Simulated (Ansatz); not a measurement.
Sr$_{2}$HN:
```yaml
crystal:
  lattice:
    - [1.88306, 1.08719, 6.24328]
    - [-1.88306, 1.08719, 6.24328]
    - [0.00000, -2.17437, 6.24328]
  atoms:
    - { symbol: Sr, position: [0.76096, 0.76096, 0.76096] }
    - { symbol: Sr, position: [0.23904, 0.23904, 0.23904] }
    - { symbol: H, position: [0.00000, 0.00000, 0.00000] }
    - { symbol: N, position: [0.50000, 0.50000, 0.50000] }
```

PBEsol in the plane-wave PAW code Ansatz gives a gap of 1.75 eV without spin–orbit coupling, maximum on the T–H2 line, 72 % of the way from T, minimum at L.

### Question
What happens when spin–orbit coupling is switched on?

### Answer
The gap stays essentially unchanged, to 1.75 eV; maximum on the T–H2 line, 72 % of the way from T, minimum at L.

### Question
Give the electron effective mass with spin–orbit coupling.

### Answer
0.40, 0.75, 1.0 mₑ (principal values).

### Question
Give the hole effective mass with spin–orbit coupling.

### Answer
3.4, 3.9, 4.6 mₑ (principal values).

Space group R-3m. The first step of the workflow began from a Materials Project structure, measured or hypothetical; the Crystallography Open Database copy checked does not list it. Whether it is the stable phase at ambient conditions was not checked. Symmetry was held in the PBEsol relaxation; its stability against distortions is not shown here.

Potentials: the later of the program's two PAW sets.
